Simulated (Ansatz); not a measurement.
Ta2O5 in space group Pbam (No. 55; Ta on 4g, O on 4h, O on 2a, O on 4g), the program Ansatz at the r²SCAN level (PAW), all energies at zero smearing, with the estimated change up to a 700 eV cutoff added, with one set of potentials and settings (totals compare only within such a set). Cell of 14 atoms (4 Ta, 10 O): -45483.707 eV.

```csv
element,reference phase,E (eV/atom)
Ta,"Im-3m, 1 atoms in the cell",-9945.1755
O,"C2/m, 4 atoms in the cell, spin-polarised",-566.0346
```

Formation energy per atom, worked out: (-45483.707 − 4×(-9945.1755) − 10×(-566.0346))/14 = -3.047 eV/atom (-294 kJ per mol of atoms), at 0 K, without zero-point energy or fitted corrections.

The start of the workflow was typed in or built on a structure type; the Crystallography Open Database copy checked does not list it. COD files the formula under space group No. 49, so this cell is another polymorph or a model. Whether it is the stable phase at ambient conditions was not checked. The cell was relaxed with r²SCAN under the symmetry of its start; whether a distortion lowers the energy is not shown. No spin polarisation was allowed. The references are the lowest solids computed at this level, not always the standard phases (solids in place of the gases). Scalar-relativistic: spin–orbit coupling is off unless named, which matters more the heavier the elements.

Potentials: the earlier of the program's two PAW sets.
